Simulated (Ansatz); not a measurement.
BW:
```xyz
8
Lattice="-1.5599 1.5599 8.4296 1.5599 -1.5599 8.4296 1.5599 1.5599 -8.4296" Properties=species:S:1:pos:R:3 pbc="T T T"
B      1.5599     0.0000     6.8496
B      0.0000     0.0000    11.0644
B      0.0000     0.0000     5.7948
B      1.5599     0.0000     1.5800
W      0.0000     1.5599     0.8945
W      0.0000     0.0000    13.5389
W      0.0000     0.0000     3.3203
W      0.0000     1.5599     7.5350
```

Relaxed with PBEsol. Special points in fractions of this cell's reciprocal vectors: Γ (0.000, 0.000, 0.000); X (0.000, 0.000, 0.500); P (0.250, 0.250, 0.250); N (0.000, 0.500, 0.000); M (0.500, 0.500, -0.500); S (0.259, 0.741, -0.259); S0 (-0.259, 0.259, 0.259); R (-0.017, 0.017, 0.500); G (0.500, 0.500, -0.017).

List the band energies nearest the Fermi level at these points for the program Ansatz at the PBEsol level (PAW).

In eV from the Fermi level; about four levels below and three above (degenerate sets whole), none deeper than 8.9 eV; points with the same levels are listed once.

```csv
k,below,above
Γ,-1.09 -1.09 -0.72 -0.03,0.11 0.11 0.16
X,-3.33 -3.33 -3.07 -3.07,2.28 2.28 2.39 2.39
P,-3.32 -3.32 -3.08 -3.08,2.31 2.31 2.36 2.36
N,-2.07 -1.52 -1.20 -0.25,1.17 1.28 1.61
M,-0.45 -0.45 -0.14 -0.14,0.95 0.95 1.67 1.67
S,-2.89 -1.81 -1.80 -1.56,0.59 0.65 1.40
R,-3.34 -3.34 -3.09 -3.09,2.24 2.24 2.36 2.36
```

Space group I4_1/amd. The first step of the workflow began from a Materials Project structure, measured or hypothetical; the Crystallography Open Database files this formula in space group No. 141, but the cells were not matched. Whether it is the stable phase at ambient conditions was not checked. Symmetry was held in the PBEsol relaxation; whether a distortion lowers the energy is not shown. The run is not spin-polarised. Spin–orbit coupling is left out wherever it is not named.

Potentials: the later of the program's two PAW sets.
